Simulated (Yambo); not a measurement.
A G0W0@PBEsol run in Yambo for WO$_{3}$ (space group P4/mmm, No. 123) under biaxial strain of -1 % along x and y, z relaxed (4×4×4 Γ-centred k mesh, bands 2 to 131 and a 10 Ry block in the screening, 131 bands in G with the Bruneval-Gonze terminator, plasmon pole fitted at 27.2 eV) gives these matrix elements, in eV, at the band edges (A → Γ):

```csv
state,E0,<Vxc>,<Σx>,<Σc(E0)>,Z
valence edge,0.000,-20.389,-25.387,4.764,0.749
conduction edge,0.605,-16.502,-11.537,-4.088,0.809
```

Q: Solve the linearised quasiparticle equation for both states, give the gap, and say how exchange and correlation each act on it.

A: E = E0 + Z(Σx + Σc − Vxc). Valence: 0.000 + 0.749 × (-25.387 + (4.764) − (-20.389)) = -0.18 eV. Conduction: 0.605 + 0.809 × (-11.537 + (-4.088) − (-16.502)) = 1.31 eV. The gap is 1.49 eV, against 0.61 eV in PBEsol. Replacing Vxc by bare exchange alone would open it by 9.96 eV; correlation takes back 8.85 eV of that, and Z scales what is left. Convergence of the G0W0 settings was not tested. Spin-orbit coupling is left out, which matters for elements this heavy: edges can move by tenths of an eV.

The structure is a Materials Project entry; no match was found in the copy of COD used, and its stability was not checked.
